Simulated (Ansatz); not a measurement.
## LaIr₂: pressure against volume

A database entry relaxed whole under r2SCAN (Fd-3m):

```
La Ir
1.0
     0.00000    3.85177    3.85177
     3.85177    0.00000    3.85177
     3.85177    3.85177    0.00000
La Ir
2 4
Direct
  0.00000 0.00000 0.00000
  0.25000 0.25000 0.25000
  0.62500 0.62500 0.62500
  0.12500 0.62500 0.62500
  0.62500 0.62500 0.12500
  0.62500 0.12500 0.62500
```

The cell was scaled uniformly, its shape held, and the atoms relaxed at each volume with plane-wave PAW DFT (Ansatz 0.2.0; r2SCAN, 500 eV, 8×8×8 Γ-centred mesh, fermi-dirac occupations of width 0.100 eV; no spin, no spin-orbit coupling). One row is withheld.

| volume (Å³/atom) | energy over the lowest (meV/atom) | pressure (GPa) |
| --- | --- | --- |
| 17.906 | 43.4 | 13.20 |
| 18.287 | 18.2 | 8.28 |
| 18.667 | 4.2 | 3.89 |
| 19.048 | 0.0 | -0.04 |
| 19.429 | 4.7 | -3.56 |
| 19.810 | ? | ? |
| 20.191 | 36.9 | -9.51 |

**Question.** Fit the pressures of the other rows to the third-order Birch-Murnaghan form.

**Answer.** With f = [(V₀/V)^(2/3) − 1]/2 and P = 3B₀f(1 + 2f)^(5/2)[1 + 3(B₀′ − 4)f/2], least squares gives V₀ = 19.04 Å³ an atom, B₀ = 186 GPa and B₀′ = 4.6; the rows miss the fit by less than 0.01 GPa. The slope of the energies differs from these pressures by 0.13 GPa, since they are taken to zero smearing while pressures follow the free energy.

**Question.** What does the withheld row hold?

**Answer.** The fit gives -6.70 GPa at 19.810 Å³; the run gave -6.70 GPa and 17.2 meV an atom.

Caveats: the shape of the cell was held; 0 K, fixed nuclei; the symmetry was kept, and this need not be the phase that is stable at 0 K; one mesh for all volumes; pressure is positive in compression.
